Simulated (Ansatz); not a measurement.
Data:

BaZrO₃:
```yaml
crystal:
  lattice:
    - [4.14737, 0.00000, 0.00000]
    - [0.00000, 4.14737, 0.00000]
    - [0.00000, 0.00000, 4.14737]
  atoms:
    - { symbol: Ba, position: [0.00000, 0.00000, 0.00000] }
    - { symbol: Zr, position: [0.50000, 0.50000, 0.50000] }
    - { symbol: O, position: [0.50000, 0.00000, 0.50000] }
    - { symbol: O, position: [0.00000, 0.50000, 0.50000] }
    - { symbol: O, position: [0.50000, 0.50000, 0.00000] }
```

This is the LDA-relaxed structure.

Q: All from DFT-LDA in the program Ansatz with PAW potentials, unless another level is named. Give the electron effective mass, band 3 of 3 at the edge.

A: 0.33 along [100], 0.33 along [110], 0.44 along [111] (mₑ).

Q: Predict the formation energy from the elements (no fitted shifts).

A: -3.48 eV/atom.

Q: Predict the band gap.

A: 3.20 eV (indirect).

Q: And the weight of the conduction-edge state by species (Voronoi cells)?

A: Zr 57 %, O 34 %, Ba 9 %.

Space group Pm-3m (cubic perovskite). Symmetry was held in the LDA relaxation. At this level the phase is dynamically unstable (imaginary phonons). No spin polarisation was allowed. The references are the lowest solids computed at this level, not always the standard phases (solids in place of the gases). Spin–orbit coupling is left out wherever it is not named.

Potentials: the later of the program's two PAW sets.
